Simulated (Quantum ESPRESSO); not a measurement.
Band energies of NiAl

```
CELL_PARAMETERS angstrom
      2.85971     0.00000     0.00000
      0.00000     2.85971     0.00000
      0.00000     0.00000     2.85971
ATOMIC_POSITIONS crystal
  Al 0.50000 0.50000 0.50000
  Ni 0.00000 0.00000 0.00000
```

PBEsol (Quantum ESPRESSO, PseudoDojo norm-conserving, 98 Ry, scalar-relativistic); path ΓXMΓRX,MR; energies in eV from the Fermi level.

```csv
k (1/Å),point,band 6,band 7,band 8,band 9,band 10,band 11,band 12,band 13
0.00,Γ,-3.35,-3.35,-1.59,-1.59,-1.59,5.56,5.56,5.56
0.44,,-3.52,-3.19,-1.87,-1.87,-1.55,1.75,6.50,6.50
0.88,,-5.41,-2.91,-2.26,-2.26,-1.50,-0.51,8.31,8.89
1.10,X,-6.94,-2.86,-2.32,-2.32,-1.49,-0.66,8.32,10.09
1.32,,-6.76,-2.82,-2.36,-2.30,-1.56,-0.66,7.42,8.58
1.87,,-4.84,-2.78,-2.61,-2.18,-2.02,-0.80,2.86,3.50
2.20,M,-3.49,-2.97,-2.97,-2.14,-2.14,-1.04,1.49,2.61
2.30,,-3.74,-2.98,-2.80,-2.14,-2.14,-1.00,1.62,2.71
2.71,,-3.96,-3.16,-2.43,-2.06,-2.00,-0.06,2.27,6.07
3.23,,-3.32,-3.26,-2.04,-1.80,-1.72,2.50,3.49,6.87
3.65,,-3.35,-3.35,-1.60,-1.60,-1.59,5.26,5.39,5.62
3.75,Γ,-3.35,-3.35,-1.59,-1.59,-1.59,5.56,5.56,5.56
4.05,,-3.32,-3.32,-1.71,-1.67,-1.67,4.47,4.47,5.20
4.55,,-3.19,-3.19,-2.25,-2.13,-2.13,2.59,2.59,4.35
4.95,,-3.55,-3.55,-2.15,-1.98,-1.98,2.03,2.03,4.09
5.35,,-4.08,-4.08,-1.29,-1.29,-0.05,1.92,1.92,3.82
5.65,R,-4.22,-4.22,-1.01,-1.01,1.95,1.95,1.95,3.89
5.85,,-4.18,-4.16,-1.19,-1.09,1.11,1.34,2.27,3.78
6.24,,-4.25,-3.67,-2.03,-1.96,-0.61,-0.44,4.15,5.00
6.62,,-5.70,-2.94,-2.55,-1.96,-1.77,-0.63,5.97,6.79
7.11,,-6.90,-2.85,-2.34,-2.30,-1.51,-0.66,8.13,9.92
7.21,X,-6.94,-2.86,-2.32,-2.32,-1.49,-0.66,8.32,10.09
7.21,M,-3.49,-2.97,-2.97,-2.14,-2.14,-1.04,1.49,2.61
7.41,,-3.34,-3.22,-3.22,-1.77,-1.77,-1.04,1.51,2.64
7.81,,-3.90,-3.90,-2.26,-1.02,-0.15,-0.15,1.65,2.92
8.31,R,-4.22,-4.22,-1.01,-1.01,1.95,1.95,1.95,3.89
```

A metal at this level: along this path bands 10, 11 cross the Fermi level.

Geometry of the Materials Project entry, not relaxed at this level.

The runs are not spin-polarised; magnetic order was not tried.
